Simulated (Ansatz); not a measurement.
The cell whose phonons are given is a generated cell of LiNbO3: the first start was made by placing the elements on the sites of a structure type, and the end was not matched to a known phase here, so it may be hypothetical. Known forms of LiNbO3 include space group No. 161.

Phonons of a relaxed structure of LiNbO₃ by density-functional perturbation theory (low response-accuracy setting, no LO–TO term) at the zone centre. All values below come from PBE (plane waves to 420 eV, PAW, scalar-relativistic; Ansatz, an electronic-structure program). Γ-centred k-mesh 6×6×6, Fermi–Dirac smearing 0.05 eV.

```cif
data_Li2Nb2O6
_chemical_formula_sum 'Li2 Nb2 O6'
_space_group_name_H-M_alt 'P 1'
_space_group_IT_number 1
_cell_length_a 5.54092
_cell_length_b 5.54092
_cell_length_c 5.40382
_cell_angle_alpha 90.000
_cell_angle_beta 90.000
_cell_angle_gamma 120.000
loop_
_space_group_symop_operation_xyz
  'x, y, z'
loop_
_atom_site_label
_atom_site_type_symbol
_atom_site_fract_x
_atom_site_fract_y
_atom_site_fract_z
_atom_site_occupancy
Li1 Li 0.33333 0.66667 0.75000 1
Li2 Li 0.66667 0.33333 0.25000 1
Nb1 Nb 0.00000 0.00000 0.00000 1
Nb2 Nb 0.00000 0.00000 0.50000 1
O1 O 0.15508 0.31015 0.25000 1
O2 O 0.68985 0.84492 0.25000 1
O3 O 0.15508 0.84492 0.25000 1
O4 O 0.84492 0.68985 0.75000 1
O5 O 0.31015 0.15508 0.75000 1
O6 O 0.84492 0.15508 0.75000 1
```

Space group P6₃/mmc (No. 194).

| q | wavenumbers (cm⁻¹; i marks imaginary) |
|---|---|
| Γ | 258i, 225i (×2), 204i (×2), 203i, 192i (×2), 183i, 135i, 102i, 0 (×3), 249 (×2), 327 (×2), 331 (×2), 334 (×2), 482, 557 (×2), 574 (×2), 616, 679, 710 |

Task: What do these wavenumbers say about the structure?

Result: It is dynamically unstable: imaginary modes at Γ (258i cm⁻¹).

Task: The atoms are displaced along the most unstable mode at Γ (largest move 0.15 Å) and cell and atoms are relaxed. What results?

Result: The pattern moves Li by 0.00, Nb by 0.00, O by 1.00 (largest amplitude of each element, relative to the largest of all) and lowers the symmetry to P-62c (No. 190) in a cell of 10 atoms. On relaxation it does not go back: it reaches P-62c (No. 190), 359 meV/atom below the parent; volume -0.6 %; gap 1.79 → 2.39 eV (no spin-orbit coupling).

```cif
data_Li2Nb2O6
_chemical_formula_sum 'Li2 Nb2 O6'
_space_group_name_H-M_alt 'P-62c'
_space_group_IT_number 190
_space_group_name_Hall 'P -6c -2c'
_cell_length_a 5.45660
_cell_length_b 5.45660
_cell_length_c 5.54070
_cell_angle_alpha 90.000
_cell_angle_beta 90.000
_cell_angle_gamma 120.000
loop_
_atom_site_label
_atom_site_type_symbol
_atom_site_symmetry_multiplicity
_atom_site_Wyckoff_symbol
_atom_site_fract_x
_atom_site_fract_y
_atom_site_fract_z
_atom_site_occupancy
Li1 Li 2 d 0.66667 0.33333 0.25000 1
Nb1 Nb 2 a 0.00000 0.00000 0.00000 1
O1 O 6 h 0.28038 0.25088 0.25000 1
```

No spin polarisation in the result.
